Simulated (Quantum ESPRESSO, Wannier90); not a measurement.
MgO (rock salt): Wannier90 run

```
CELL_PARAMETERS angstrom
      0.00000     2.09700     2.09700
      2.09700     0.00000     2.09700
      2.09700     2.09700     0.00000
ATOMIC_POSITIONS crystal
  Mg 0.00000 0.00000 0.00000
  O  0.50000 0.50000 0.50000
```

Materials Project entry mp-1265; symmetrised, unrelaxed at this level. COD (Crystallography Open Database) has an entry of this formula and space group (matched by these alone). Level: LDA, no spin polarisation, no spin-orbit coupling; pw.x of Quantum ESPRESSO at 68 Ry with PseudoDojo potentials, 6×6×6 k-points, Wannier90. Density: 12×12×12 mesh, cold smearing 0.01 Ry.

The lattice is scaled uniformly with fixed fractional positions, and at each scale an atom-like model (Mg sp, O sp; disentangled, num_iter = 0) is made. Listed is the largest hopping of each kind of orbital pair shown, with the distance of the two functions' centres at scale 1; the mesh was not varied.

```tsv
scale	gap (eV)	modulus of t, O2 pz–Mg1 pz at 2.10 Å (eV)	modulus of t, O2 s–Mg1 pz at 2.10 Å (eV)	modulus of t, O2 s–Mg1 s at 2.10 Å (eV)
0.970	5.772	2.674	2.123	0.850
0.985	5.276	2.574	1.986	0.786
1.000	4.813	2.477	1.853	0.727
1.015	4.379	2.383	1.726	0.671
1.030	3.974	2.302	1.608	0.618
```

### Question
With |t| ∝ d^(−η), find η for each hopping from the ends of the series, and the volume deformation potential of the gap at scale 1.

### Answer
- O2 pz–Mg1 pz at 2.10 Å: η = −ln(2.302/2.674)/ln(1.030/0.970) = 2.5
- O2 s–Mg1 pz at 2.10 Å: η = −ln(1.608/2.123)/ln(1.030/0.970) = 4.6
- O2 s–Mg1 s at 2.10 Å: η = −ln(0.618/0.850)/ln(1.030/0.970) = 5.3
Harrison's rules would take η = 2.0, 2.0, 2.0 for these pairs; they describe atomic orbitals, while these are orthogonalised and change shape with the volume.
Volume deformation potential of the gap: dE_g/d ln V = (4.379 − 5.276)/(3 ln(1.015/0.985)) = -10.0 eV.
